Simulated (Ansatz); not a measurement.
Ge: Coordination and 73Ge quadrupole coupling

Cell: an entry of the Crystallography Open Database (COD), its atoms then relaxed with PBE in this cell.

Space group P4_32_12 (No. 96); a = 5.9300, c = 6.9800 Å.

| site | Wyckoff | site symmetry | x | y | z |
| --- | --- | --- | --- | --- | --- |
| Ge1 | 4a | ..2 | 0.0899 | 0.0899 | 0.0000 |
| Ge5 | 8b | 1 | 0.1723 | 0.3691 | 0.2595 |

One atom of each set is listed.

All values are calculated (Ansatz; DFT, PBE, plane waves and PAW, scalar-relativistic, 420 eV cutoff, Γ-centred 8×8×7 k-points, Fermi–Dirac smearing 0.02 eV), not measured.

Q(73Ge) = -196.0 mb.

(1) Order the Ge environments from the weakest to the strongest quadrupole coupling.
A. Ge1: 4 Ge at 2.49–2.50 Å
B. Ge5: 4 Ge at 2.49–2.52 Å

Results:

(1) A (20.9 MHz, η = 0.80), B (27.8 MHz, η = 0.83).

Like point charges on the first shell alone (each adding as 1/d³) would put Ge1 above Ge5: the covalent part of each bond and the atoms beyond the first shell count as well.
